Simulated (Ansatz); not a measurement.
The relaxed structure here is a generated cell of AlPd: the first start was made by a random draw of sites in a space group, and the end was not matched to a known phase here, so it may be hypothetical.

A relaxed structure of AlPd. Space group Pmmm (No. 47). Level of theory: PBEsol (plane waves to 420 eV, PAW, scalar-relativistic; Ansatz, an electronic-structure program).

```xyz
2
Lattice="2.7698 0.0000 0.0000 0.0000 2.8076 0.0000 0.0000 0.0000 4.1835" Properties=species:S:1:pos:R:3 pbc="T T T"
Al     1.3849     0.0000     0.0000
Pd     0.0000     0.0000     2.0918
```

```json
{
  "volume_per_atom": "16.27 Å³",
  "band_gap": "zero (metallic)",
  "shortest_distances": "Al–Pd 2.51 Å; Al–Al 2.77 Å; Pd–Pd 2.77 Å",
  "k-mesh": "17×16×11"
}
```

Band energies at high-symmetry points (eV from the Fermi level; labels of this space group; no spin-orbit coupling), from −5 eV up to 1.7 eV:

| point | energies |
|---|---|
| Γ | -4.54 -2.65 -2.22 -1.26 -1.12 |
| X | -4.66 -4.01 -2.49 -1.98 0.46 |
| S | -5.00 -4.66 -4.44 -3.46 -0.47 -0.20 1.55 1.56 |
| Y | -4.52 -4.17 -3.98 -2.48 -2.29 0.47 |
| Z | -4.51 -3.98 -2.73 -2.34 -1.26 |
| U | -3.99 -3.30 -3.18 -2.48 -2.07 -1.40 0.31 |
| R | -4.73 -3.95 -3.00 -0.47 -0.16 0.48 |
| T | -4.89 -3.98 -3.52 -2.52 -2.27 -0.12 0.17 |

No spin polarisation in the result.

The run could not lose the symmetry of its start, so the end can be a saddle point.
